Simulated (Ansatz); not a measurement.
Ru:
```cif
data_Ru4
_chemical_formula_sum 'Ru4'
_space_group_name_H-M_alt 'P63/mmc'
_space_group_IT_number 194
_space_group_name_Hall '-P 6c 2c'
_cell_length_a 2.69225
_cell_length_b 2.69225
_cell_length_c 8.64344
_cell_angle_alpha 90.000
_cell_angle_beta 90.000
_cell_angle_gamma 120.000
loop_
_atom_site_label
_atom_site_type_symbol
_atom_site_symmetry_multiplicity
_atom_site_Wyckoff_symbol
_atom_site_fract_x
_atom_site_fract_y
_atom_site_fract_z
_atom_site_occupancy
Ru1 Ru 2 a 0.00000 0.00000 0.00000 1
Ru2 Ru 2 d 0.66667 0.33333 0.25000 1
```

Relaxed with r²SCAN.

Task: Which orbitals make up the states near the Fermi level in plane-wave PAW r²SCAN (Ansatz code)?

Result: Within 0.5 eV of the Fermi level: Ru 4d 93 %. Projections are on Löwdin-orthogonalised atomic valence shells; empty p or d shells of many metals are not among them.

Task: Tabulate the density of states.

Result: States/eV per cell of 4 atoms, in 0.25 eV bins, energy from the Fermi level.

| E (eV) | total | Ru 4d | Ru 5s | Ru 4p |
|---|---|---|---|---|
| -7.85 | 0.16 | 0.00 | 0.15 | 0.00 |
| -7.60 | 0.20 | 0.00 | 0.19 | 0.00 |
| -7.35 | 0.25 | 0.01 | 0.23 | 0.01 |
| -7.10 | 0.31 | 0.01 | 0.28 | 0.01 |
| -6.85 | 0.38 | 0.02 | 0.33 | 0.01 |
| -6.60 | 0.74 | 0.30 | 0.41 | 0.02 |
| -6.35 | 2.32 | 1.70 | 0.58 | 0.02 |
| -6.10 | 4.27 | 3.26 | 0.93 | 0.04 |
| -5.85 | 4.98 | 3.92 | 0.97 | 0.06 |
| -5.60 | 6.43 | 5.46 | 0.87 | 0.07 |
| -5.35 | 6.25 | 5.51 | 0.64 | 0.07 |
| -5.10 | 6.33 | 5.59 | 0.62 | 0.08 |
| -4.85 | 4.77 | 4.36 | 0.31 | 0.06 |
| -4.60 | 3.84 | 3.56 | 0.20 | 0.05 |
| -4.35 | 3.69 | 3.45 | 0.16 | 0.05 |
| -4.10 | 3.56 | 3.32 | 0.15 | 0.05 |
| -3.85 | 4.58 | 4.21 | 0.26 | 0.06 |
| -3.60 | 4.94 | 4.52 | 0.31 | 0.05 |
| -3.35 | 5.24 | 4.91 | 0.22 | 0.05 |
| -3.10 | 5.37 | 5.03 | 0.23 | 0.05 |
| -2.85 | 6.66 | 6.21 | 0.28 | 0.06 |
| -2.60 | 5.04 | 4.64 | 0.26 | 0.05 |
| -2.35 | 6.12 | 5.71 | 0.27 | 0.04 |
| -2.10 | 6.49 | 6.02 | 0.33 | 0.04 |
| -1.85 | 5.37 | 4.91 | 0.32 | 0.04 |
| -1.60 | 5.71 | 5.18 | 0.35 | 0.04 |
| -1.35 | 4.55 | 4.15 | 0.25 | 0.03 |
| -1.10 | 3.66 | 3.34 | 0.20 | 0.02 |
| -0.85 | 3.65 | 3.35 | 0.18 | 0.02 |
| -0.60 | 3.59 | 3.29 | 0.18 | 0.02 |
| -0.35 | 4.40 | 4.10 | 0.19 | 0.02 |
| -0.10 | 4.59 | 4.32 | 0.16 | 0.01 |
| 0.15 | 3.88 | 3.64 | 0.14 | 0.01 |
| 0.40 | 3.51 | 3.27 | 0.14 | 0.01 |
| 0.65 | 3.97 | 3.75 | 0.13 | 0.01 |
| 0.90 | 4.14 | 3.93 | 0.14 | 0.01 |
| 1.15 | 4.81 | 4.61 | 0.15 | 0.01 |

Space group P6_3/mmc (dhcp (α-La type)). The start of the workflow was typed in or built on a structure type. Its sites differ from those of the usual phase in this space group: another stacking or structure type. Symmetry was held in the r²SCAN relaxation; whether a distortion lowers the energy is not shown. The run is not spin-polarised. Scalar-relativistic: spin–orbit coupling is off unless named, which matters more the heavier the elements.

Potentials: the earlier of the program's two PAW sets.
